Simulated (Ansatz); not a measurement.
Sb2Mo

```
Mo Sb
1.0
     3.48011    0.00000    0.00000
    -1.74005    3.01386    0.00000
     0.00000    0.00000    6.47065
Mo Sb
1 2
Direct
  0.00000 0.00000 0.00000
  0.33333 0.66667 0.29130
  0.66667 0.33333 0.70870
```

Atoms are numbered in the order listed.

The conventional cell has a = 3.480 Å, b = 3.480 Å, c = 6.471 Å, α = 90.00°, β = 90.00°, γ = 120.00°. Around Mo (atom 1) lie 6 Sb at 2.75 Å. Sb (atom 2) has 3 Mo at 2.75 Å as nearest neighbours.

The cell was built from the CdI2 type and relaxed in the same program, and has space group P-3m1; it needn't be a known or the stable phase.

Spin–orbit coupling is left out, though it moves levels of the heavy atoms by tenths of an eV or more.

Methods: DFT, PBE, all-electron LAPW, scalar-relativistic (Ansatz 0.2.0); DFT, PBE, PAW with Ansatz's default frozen-core files, scalar-relativistic (Ansatz 0.2.0).

For LAPW: a Γ-centred 12×12×7 k mesh, Fermi–Dirac smearing of 0.03 eV, basis error target 0.5 meV/atom, no spin polarisation. PAW takes a cutoff of 420 eV at this cell. The Ansatz runs share mesh, smearing and spin set-up. Values come from LAPW unless marked.

| Item | Value |
| --- | --- |
| Band gap | none: bands cross the Fermi level, a metal |
| Density of states at the Fermi level (0.2 eV bin) | 1.05 states/eV per cell |
| Löwdin charges (with 0.15 e of the cell spilling out of the atomic basis, so their sizes and signs hang on that basis) | Mo1 -0.11, Sb2 0.13 e |
| Bader charges (from the PAW run) | Mo1 +0.21, Sb2 -0.11 e |
| Volume per atom | 22.62 Å³ |
| Pressure at this cell | -0.01 GPa |
